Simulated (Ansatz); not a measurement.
## KMgF$_{3}$ from LDA upwards

The starting cell is an entry of the Crystallography Open Database (1996):

```xyz
5
Lattice="3.9859 0.0000 0.0000 0.0000 3.9859 0.0000 0.0000 0.0000 3.9859" Properties=species:S:1:pos:R:3 pbc="T T T"
K     1.9929    1.9929    1.9929
Mg    0.0000    0.0000    0.0000
F     1.9929    0.0000    0.0000
F     0.0000    1.9929    0.0000
F     0.0000    0.0000    1.9929
```

Atoms and cell were relaxed at zero pressure with plane-wave PAW DFT (Ansatz 0.2.0; one set of PAW datasets, made under PBE, for all functionals; 420 eV, r2SCAN 500 eV; 8×8×8 Γ-centred mesh, fermi-dirac occupations of width 0.020 eV; no spin polarisation, no spin-orbit coupling, no dispersion correction), keeping the symmetry (Pm-3m, No. 221).

Problem. What cells and energies do LDA, PBEsol, PBE, r2SCAN give?

Solution. The relaxed conventional cells:

| functional | a (Å) | volume (Å³/atom) | formation energy (eV/atom) |
| --- | --- | --- | --- |
| LDA | 3.909 | 11.95 | -3.534 |
| PBEsol | 3.992 | 12.72 | -3.294 |
| PBE | 4.055 | 13.33 | -3.271 |
| r2SCAN | 3.984 | 12.64 | -3.572 |
| the entry | 3.986 | 12.67 | – |

LDA gives the smallest volume and PBE the largest, 11.6 % more, the usual order, since LDA overbinds and PBE's gradient terms loosen the lattice. Against the entry's volume: LDA -5.7 %, PBEsol +0.4 %, PBE +5.3 %, r2SCAN -0.2 %; r2SCAN and PBEsol come about as near. The formation energies span 0.30 eV an atom, lowest under r2SCAN.

Caveats: each relaxation keeps the start's symmetry, so a distorted cell may lie lower; computed cells are at 0 K with fixed nuclei, while the entry holds thermal expansion, often some tenths of a per cent in volume and more in soft crystals; formation energies are at zero smearing against the elements' usual phases under the same functional, gases as free molecules, uncorrected.
